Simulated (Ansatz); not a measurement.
Data:

SiB:
```xyz
4
Lattice="3.1169 0.0000 0.0000 -1.5584 2.6993 0.0000 0.0000 0.0000 5.8349" Properties=species:S:1:pos:R:3 pbc="T T T"
Si     0.0000     1.7995     2.0753
Si     1.5584     0.8998     4.9927
B      0.0000     1.7995     0.1128
B      1.5584     0.8998     3.0302
```

This is the LDA-relaxed structure.

Q: All from LDA (plane waves, PAW; program Ansatz), unless another level is named. Give the bulk modulus (Birch–Murnaghan fit).

A: 129 GPa.

Q: What about the highest zone-centre frequency?

A: 801 cm⁻¹.

Space group P6_3mc (wurtzite). The workflow started from a Materials Project entry (that database holds measured and hypothetical structures alike); the Crystallography Open Database copy checked does not list it. Its standing as an ambient phase is unchecked. Symmetry was held in the LDA relaxation. At this level the phase is mechanically unstable. Its formation energy is positive at this level, so the cell may be metastable or incomplete. As this level gives no gap, phonon frequencies hold no LO–TO term and depend on the k-mesh and smearing (Fermi–Dirac, 0.1 eV here). On the denser mesh and wider smearing of the elastic run this cell carries a stress of 0.5 GPa.

Potentials: the later of the program's two PAW sets.
